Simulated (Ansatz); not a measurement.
Problem. Name crystals whose computed values (the program Ansatz at the r²SCAN level (PAW)) fall in these windows: highest Γ mode, no LO–TO term (cm⁻¹) 320 to 470; B₀ by P(V) fit (GPa) 95 to 120.

Solution. 

| crystal | highest Γ mode, no LO–TO term (cm⁻¹) | B₀ by P(V) fit (GPa) |
|---|---|---|
| ScSi, Cmcm (Sc on 4c, Si on 4c) | 394 | 107 |
Others may fit too.

Standing as an ambient phase not checked: ScSi, Cmcm (Sc on 4c, Si on 4c). The cell was relaxed under the symmetry of its start. Rows with no word on spin ran without spin polarisation.

Potentials: the later of the program's two PAW sets.
